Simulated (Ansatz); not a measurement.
Input:

ZnSe:
Space group F-43m (No. 216); a = b = c = 5.568 Å, α = β = γ = 90.00°

```csv
atom,site,symmetry,x,y,z
Se,4c,-43m,0.2500,0.2500,0.2500
Zn,4a,-43m,0.0000,0.0000,0.0000
```
(The calculation used a cell of 2 atoms; values per cell refer to that cell.)

This is the LDA-relaxed structure.

Q: All from plane-wave PAW LDA (Ansatz code), unless another level is named. Give the hole effective mass, band 1 of 3 at the edge.

A: 0.55 along [100], 3.1 along [110], 1.2 along [111] (mₑ).

Q: And the formation energy from the elements (no fitted shifts)?

A: -0.67 eV/atom.

Q: And the weight of the valence-edge state by species (Voronoi cells)?

A: Se 77 %, Zn 23 %.

The cell was relaxed with LDA under the symmetry of its start; phonons on a q-mesh show no instability. The references are the lowest solids computed at this level, not always the standard phases. Spin–orbit coupling is left out wherever it is not named.

Potentials: the later of the program's two PAW sets.

Edges and masses are those of Kohn–Sham bands, whose gap is no quasiparticle gap.
